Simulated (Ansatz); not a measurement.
An Ansatz input:

```yaml
crystal:
  lattice:
    - [2.4960343783, 0.0, 0.0]
    - [-1.2480171891, 2.1616291803, 0.0]
    - [0.0, 0.0, 4.4664108545]
  atoms:
    - { symbol: Cr, position: [0.3333333333, 0.6666666667, 0.25], spin: 1.5 }
    - { symbol: Cr, position: [0.6666666667, 0.3333333333, 0.75], spin: -1.5 }
hamiltonian:
  xc: lda
  pseudopotentials:
    kind: paw
    azcp:
      Cr: "pseudopotentials/Cr.paw.azcp"
basis:
  ecutwfc: 420
  fft_grid_basis: typed
kpoints:
  mp_grid: { grid: [17, 17, 8], shift: [0, 0, 0] }
magnetization:
  spin_polarized: true
scf:
  occupations: { method: fermi_dirac, width: 0.05 }
  lower_state_search: "off"
output:
  stress: true
```

Terminal output

```
Warning: the record states the generating functional pbe (its physics header spells it `PBE`), which answers neither for hamiltonian.xc's functional nor for the lda family's — results may be inconsistent (PPs are generated against a specific XC)
Engine: ansatz 0.2.0, aarch64-unknown-linux-gnu
Pseudopotentials: kind: paw
Pseudopotential: Cr, paw, valence charge 14, recommended cutoff 420 eV (normal) 
Functional definition: SPW92
  exchange = slater_x
  correlation = pw_c
Crystal: 2 atoms, lattice volume = 24.099 Å³
Basis set: ecut = 420 eV, 489 PW (Γ)
Bands: 20, of which v1, the nominal top of the filled ones, is band 14 counted from 1 (13 counted from 0)
Symmetry: 12 space group operations
Space group: P-6m2 (ITA 187), of the structure as read, at distance tolerance 2.9e-5 Å
Magnetic group: BNS 194.267 (UNI 1497), of the structure as read, at distance tolerance 2.9e-5 Å
k-points: 165 of 2312 (time reversal used)
Non-local potential: Cr, projectors of the file, l = 0: 3, l = 1: 2, l = 2: 3, l = 3: 1
PAW form: soft (Blöchl's): semilocal exchange-correlation on the pseudo side does not see the compensation charge
PAW frozen core: Cr, regenerated for the run's functional, and the local potential with it (the file was generated under x = pbe(κ = 0.804, μ = 0.2195149727645171), c = pbe(β = 0.06672455060314922))
PAW one-centre angular grid: Cr, 590 points (default); XC on 64 Gauss nodes
Initial density: superposition of atomic densities (chi_scale 0.1, normalization cell)
Starting moments: Σ|m| = 3 μB on 2 of 2 sites
Starting magnetic order: antiferromagnet; an inversion exchanges its spin sublattices: spin-degenerate at every k-point
Initial wavefunctions: pseudopotential atomic-orbital guess
Functional: x = slater, c = lda
SCF iter   1: F=—  HF=-6648.241665 eV  |F-HF|=—  |Δ(HF+E_count)|=         —  Δρ=1.56e-1 (↑1.56e-1 ↓1.56e-1)  dr2=1.22e1  dr2_m=1.97e0  M=-0.000 μB ∫|m|=1.237 μB  β_m=0.30  ethr=3.10e-3  ⟨swp⟩=3.4  Hψ=23056  notcnv=0  defer=7
SCF iter   2: F=—  HF=-6645.839435 eV  |F-HF|=—  |Δ(HF+E_count)|=    2.40e0  Δρ=8.75e-2 (↑8.75e-2 ↓8.75e-2)  dr2=3.11e0  dr2_m=8.80e-1  M=0.000 μB ∫|m|=1.270 μB  β_m=0.30  ethr=3.10e-3  ⟨swp⟩=2.0  Hψ=14979  notcnv=0  defer=166
SCF iter   3: F=—  HF=-6645.084809 eV  |F-HF|=—  |Δ(HF+E_count)|=   7.55e-1  Δρ=4.25e-2 (↑4.25e-2 ↓4.25e-2)  dr2=8.04e-2  dr2_m=3.46e-1  M=-0.000 μB ∫|m|=1.334 μB  β_m=0.30  ethr=3.10e-3  ⟨swp⟩=2.6  Hψ=13337  notcnv=0  defer=164
SCF iter   4: F=—  HF=-6645.057065 eV  |F-HF|=—  |Δ(HF+E_count)|=   2.77e-2  Δρ=3.66e-2 (↑3.66e-2 ↓3.65e-2)  dr2=1.89e-2  dr2_m=2.90e-1  M=-0.000 μB ∫|m|=1.159 μB  β_m=0.30  ethr=2.87e-4  ⟨swp⟩=2.8  Hψ=15745  notcnv=0  defer=94
SCF iter   5: F=—  HF=-6645.080997 eV  |F-HF|=—  |Δ(HF+E_count)|=   2.39e-2  Δρ=3.05e-2 (↑3.03e-2 ↓3.05e-2)  dr2=7.56e-4  dr2_m=2.04e-1  M=0.000 μB ∫|m|=1.049 μB  β_m=0.30  ethr=6.74e-5  ⟨swp⟩=2.1  Hψ=12174  notcnv=0  defer=92
SCF iter   6: F=—  HF=-6645.106244 eV  |F-HF|=—  |Δ(HF+E_count)|=   2.52e-2  Δρ=2.77e-2 (↑2.77e-2 ↓2.58e-2)  dr2=1.89e-3  dr2_m=1.58e-1  M=-0.000 μB ∫|m|=0.932 μB  β_m=0.30  ethr=2.70e-6  ⟨swp⟩=2.0  Hψ=12725  notcnv=0  defer=92
...
iter 19 did not close the SCF: its close was put off for a magnetic moment that had not settled (scf_convergence_deferred on its scf_iter line)
SCF iter  19: F=-6645.190171 eV  HF=-6645.190171 eV  |F-HF|=2.37e-9  |Δ(HF+E_count)|=   2.59e-8  Δρ=5.40e-6 (↑5.31e-6 ↓5.40e-6)  dr2=2.91e-9  dr2_m=4.62e-9  M=-0.000 μB ∫|m|=0.000 μB  β_m=0.74  ethr=3.42e-10  ⟨swp⟩=1.9  Hψ=22014  notcnv=0
iter 20 did not close the SCF: its close was put off for a magnetic moment that had not settled (scf_convergence_deferred on its scf_iter line)
SCF iter  20: F=-6645.190171 eV  HF=-6645.190171 eV  |F-HF|=2.09e-11  |Δ(HF+E_count)|=   5.52e-9  Δρ=8.49e-7 (↑8.47e-7 ↓8.49e-7)  dr2=1.15e-10  dr2_m=1.26e-10  M=-0.000 μB ∫|m|=0.000 μB  β_m=0.87  ethr=1.04e-11  ⟨swp⟩=1.0  Hψ=19102  notcnv=0
SCF iter  21: F=-6645.190171 eV  HF=-6645.190171 eV  |F-HF|=1.82e-12  |Δ(HF+E_count)|=  1.59e-10  Δρ=6.86e-8 (↑6.18e-8 ↓6.86e-8)  dr2=1.73e-12  dr2_m=7.06e-13  M=-0.000 μB ∫|m|=0.000 μB  ethr=1.00e-12  ⟨swp⟩=1.0  Hψ=16443  notcnv=0
WARN: the starting moments were not kept: the SCF closed with an absolute magnetisation of 1.6e-6 μB, where they sum to 3 μB in size (2 sites). That is at most 0.1 of that sum. Measured as dr2_m measures the in/out step, that magnetisation stands 1.6e-12 eV from none, at or under the dr2_threshold of 1.0e-7 eV: it is no larger than a step whose dr2_m would equal this threshold. The system may hold no moment; this SCF shows only that its start led to no more than that. To try another start: raise the starting moments (crystal.atoms[].spin, magnetization.per_species, magnetization.initial_magnetization, or on a non-collinear deck that types none of these the spinor_matrix: blocks that start its atoms; where the total moment is fixed, keep their sum and leave initial_magnetization as it is; typed ones take the place of any that the run laid by itself, positive ones on a crystal's lanthanoids without a Hubbard term where scf.initial_density.shell_occupations: [] is typed) or, if the notice of its spin-set hold's release reads "site moments contracting" or "site moments show no strong build", lengthen the hold (scf.mixing.spin_hold: { on: { confirm: 4 } }; for m-r²SCAN on two components see the key's manual first). Each may lead to a state that holds a moment. A second SCF, from the converged charge density, with the starting moments and any scf.initial_density.shell_occupations laid on it anew, would have followed, and was not run: the deck does not ask for one (magnetization.retry_lost_moments is false, the default). To let it run, set magnetization.retry_lost_moments: true and run the deck again, where that key's refused combinations let it; where memory then withholds it, that run's warning says so.
SCF 1 converged in 21 iterations: F = -6645.190171 eV  dr2 = 1.73e-12
SCF converged after 21 iterations
Magnetization: -0.0000 μB (14.0000 up, 14.0000 down)
Absolute magnetization: 0.0000 μB (∫|ρ↑−ρ↓|, with the PAW one-centre terms)
Spin contamination: 0.0000 ħ² per cell (⟨S²⟩ above its minimum at these occupations)
Per-site moments (μB) at R_I (Å): [(-5.888586031963463e-9, 1.0296141810422965), (-1.2427851368248456e-6, 1.0296141810422965)]
Free energy (F): -6645.190171 eV
Harris-Foulkes:  -6645.190171 eV  (|F-HF|=1.82e-12)
Internal energy: -6645.162442 eV  (E = F + TS)
E sigma→0 (E₀):  -6645.176307 eV
Entropy (-TS):   -0.027728 eV (-13.864 meV/atom)
Fermi energy:    17.968836 eV
--- Per-component energies (eV) ---
  E_band       = -313.714681
  E_kinetic    = 686.453010
  E_local      = -2447.284259  (includes V_loc(G=0)·N_el)
  E_nonlocal   = 167.162007
  E_hartree    = 1058.227192
  E_xc         = -277.471442
  E_vxc        = -355.903681  (∫ρ·V_xc dr)
  E_paw        = -2281.891551  (= ΣΔE_a)
  E_vpaw       = -480.596915  (= ΣTr[D̂ρ^β])
  E_aug_tail   = 0.000729  (compensation charges beyond the density's cutoff)
  E_ewald      = -3551.088376
  E_core_change = 0.730249  (= ΣΔE_core)
  E_smearing   = -0.027728  (= −TS)
  E_closure    = 0.000000  (closes the sum)
  Σ components = -6645.190171   (vs F -6645.190171, Δ=0.00e0)
--- Stress (GPa, compression-positive) ---
      -18.720531      -0.000000       0.000000
       -0.000000     -18.720531       0.000000
        0.000000       0.000000     -16.540633
  P = ⅓ Tr σ = -17.9939 GPa (-179.939 kbar)
```
